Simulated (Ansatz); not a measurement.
The following input was run with Ansatz 0.2.0.

```yaml
crystal:
  lattice:
    - [0.0, 2.897844, 2.897844]
    - [2.897844, 0.0, 2.897844]
    - [2.897844, 2.897844, 0.0]
  atoms:
    - { symbol: Ga, position: [0.7499706678, 0.7186887907, 0.7410951038] }
    - { symbol: Ge, position: [0.0, 0.0, 0.0] }
basis:
  ecutwfc: 420
kpoints:
  mp_grid: { grid: [12, 12, 12] }
hamiltonian:
  xc: pbe
scf:
  occupations: { method: gaussian, width: 0.1 }
output:
  forces: true
  stress: true
  eigenvalues: true
```

Run as
```bash
ansatz run input.yaml --threads 1 --pin off --max-ram 1331MiB --backend cpu --events-out ev --progress --plain --runs-dir out
```

Method: Ansatz 0.2.0, DFT PBE, scalar-relativistic, plane waves, PAW.

From the run's log, abridged (iterations and final results):

```
SCF iter   1: F=—  HF=-8077.627657 eV  |F-HF|=—  |Δ(HF+E_count)|=         —  Δρ=1.66e-3  dr2=1.55e-3  ethr=1.77e-3  ⟨swp⟩=5.7  Hψ=73925  notcnv=0
SCF iter   2: F=—  HF=-8077.627503 eV  |F-HF|=—  |Δ(HF+E_count)|=   1.53e-4  Δρ=1.38e-3  dr2=6.62e-4  ethr=5.74e-6  ⟨swp⟩=2.2  Hψ=31247  notcnv=0
SCF iter   3: F=—  HF=-8077.627131 eV  |F-HF|=—  |Δ(HF+E_count)|=   3.73e-4  Δρ=5.05e-4  dr2=8.53e-5  ethr=2.45e-6  ⟨swp⟩=2.2  Hψ=26858  notcnv=0
SCF iter   4: F=—  HF=-8077.627067 eV  |F-HF|=—  |Δ(HF+E_count)|=   6.35e-5  Δρ=1.56e-4  dr2=1.35e-5  ethr=3.16e-7  ⟨swp⟩=2.0  Hψ=22771  notcnv=0
SCF iter   5: F=—  HF=-8077.627063 eV  |F-HF|=—  |Δ(HF+E_count)|=   4.54e-6  Δρ=6.43e-5  dr2=1.41e-6  ethr=5.02e-8  ⟨swp⟩=2.0  Hψ=27153  notcnv=0
SCF iter   6: F=-8077.627062 eV  HF=-8077.627062 eV  |F-HF|=3.00e-11  |Δ(HF+E_count)|=   3.08e-7  Δρ=1.97e-5  dr2=8.68e-8  ethr=3.70e-10  ⟨swp⟩=3.6  Hψ=68138  notcnv=0
SCF 1 converged in 6 iterations: F = -8077.627062 eV  dr2 = 8.68e-8
SCF converged after 6 iterations
Free energy (F): -8077.627062 eV
Harris-Foulkes:  -8077.627062 eV  (|F-HF|=3.00e-11)
Internal energy: -8077.620660 eV  (E = F + TS)
E sigma→0 (E₀):  -8077.623861 eV
Entropy (-TS):   -0.006402 eV (-3.201 meV/atom)
Fermi energy:    6.335069 eV
--- Per-component energies (eV) ---
  E_band       = -240.443197
  E_kinetic    = 225.248460
  E_local      = -4642.608367  (includes V_loc(G=0)·N_el)
  E_nonlocal   = 839.668124
  E_hartree    = 2088.075246
  E_xc         = -144.100172
  E_vxc        = -121.650170  (∫ρ·V_xc dr)
  E_paw        = -4004.714772  (= ΣΔE_a)
  E_vpaw       = -717.238270  (= ΣTr[D̂ρ^β])
  E_aug_tail   = 0.000171  (compensation charges beyond the density's cutoff)
  E_ewald      = -2439.189350
  E_smearing   = -0.006402  (= −TS)
--- Forces (eV/Å), atoms counted from 1 ---
  atom   1  Ga     0.49689002    -0.08186537     0.37311023
  atom   2  Ge    -0.49689314     0.08185927    -0.37311433
--- Stress (GPa, compression-positive) ---
        0.364277      -2.273683      -0.066590
       -2.273683       0.665903      -2.972527
       -0.066590      -2.972527       0.489066
  P = ⅓ Tr σ = 0.5064 GPa (5.064 kbar)
--- Band table (eV; the first three rows and the last of 868) ---
  k-point 0: bands = ["-17.5935", "-17.5852", "-17.5779", "-17.5616", "-17.5592", "-7.9847", "-7.9758", "-7.9736", "-7.9171", "-7.9166", "-4.1813", "7.6184", "7.9918", "8.4160", "8.5169", "10.3729", "10.7531", "11.0890"]
  k-point 1: bands = ["-17.5933", "-17.5851", "-17.5779", "-17.5615", "-17.5592", "-7.9845", "-7.9763", "-7.9723", "-7.9172", "-7.9167", "-4.0997", "6.6316", "7.6144", "8.2810", "9.1973", "10.5706", "11.0114", "11.3213"]
  k-point 2: bands = ["-17.5928", "-17.5850", "-17.5778", "-17.5614", "-17.5589", "-7.9867", "-7.9748", "-7.9692", "-7.9174", "-7.9169", "-3.8581", "5.1014", "7.2900", "7.9271", "9.2140", "11.0090", "11.6561", "12.1615"]
  k-point 867: bands = ["-17.5931", "-17.5811", "-17.5740", "-17.5622", "-17.5601", "-8.0101", "-7.9661", "-7.9633", "-7.9157", "-7.9154", "-2.3898", "1.4239", "6.5400", "6.8618", "8.1708", "11.3501", "11.8044", "14.4169"]
```

The calculation finished and met its thresholds.